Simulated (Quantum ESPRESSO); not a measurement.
Parts of the isotropic shielding in Ag₄Br₃Cl, by PBE GIPAW (a modified build of Quantum ESPRESSO, JTH PAW datasets), 25 Ha, k-mesh 5×5×5 shifted:

```
CELL_PARAMETERS angstrom
      5.79427     0.00000     0.00000
      0.00000     5.79427     0.00000
      0.00000     0.00000     5.79427
ATOMIC_POSITIONS crystal
  Ag 0.00000 0.00000 0.00000
  Cl 0.50000 0.00000 0.00000
  Ag 0.00000 0.50000 0.50000
  Br 0.50000 0.50000 0.50000
  Ag 0.50000 0.00000 0.50000
  Br 0.00000 0.00000 0.50000
  Ag 0.50000 0.50000 0.00000
  Br 0.00000 0.50000 0.00000
```
The cell was made here from a computed Materials Project entry: one of 4 Br replaced by Cl, cell and atoms relaxed (PBE without dispersion, pw.x of Quantum ESPRESSO, symmetry kept). The parent is AgBr in Fm-3m. The swapped cell is a model, not a known phase. Stability against distortions was not tested. The run has no spin polarisation.

The core term is that of the free atom's frozen core; the paramagnetic column sums the reconstruction terms. These are absolute shieldings with no macroscopic susceptibility term; δ = σ_ref − σ needs a reference computed alike. By our sweeps, such settings leave a few ppm in absolute σ on light atoms and up to some 20 ppm from Zn on. No spin–orbit coupling; Ag is the heaviest element present. No d partial waves on Cl, Br: the paramagnetic term there is incompletely reconstructed. With so small a Kohn–Sham gap, σ hangs strongly on the functional and the mesh. The structure is static (0 K, no zero-point motion).

```
site                   core  bare (smooth current)  diamagnetic correction  paramagnetic corrections  σ_iso (ppm)
-------------------  ------  ---------------------  ----------------------  ------------------------  -----------
Ag1 (atoms 1, 5, 7)  4673.9                   36.2                   111.1                (withheld)   (withheld)
Cl (atom 2)          1050.8                   66.5                   -12.5                (withheld)   (withheld)
Ag2 (atom 3)         4673.9                   35.5                   111.0                (withheld)   (withheld)
Br (atoms 4, 6, 8)   3103.4                   61.0                    -8.4                (withheld)   (withheld)
```

Some entries are withheld; supply them.


- Ag1 (atoms 1, 5, 7), paramagnetic corrections: -1362.4
- Ag1 (atoms 1, 5, 7), σ_iso (ppm): 3458.8
- Cl (atom 2), paramagnetic corrections: -310.8
- Cl (atom 2), σ_iso (ppm): 794.0
- Ag2 (atom 3), paramagnetic corrections: -1446.9
- Ag2 (atom 3), σ_iso (ppm): 3373.5
- Br (atoms 4, 6, 8), paramagnetic corrections: -630.8
- Br (atoms 4, 6, 8), σ_iso (ppm): 2525.3
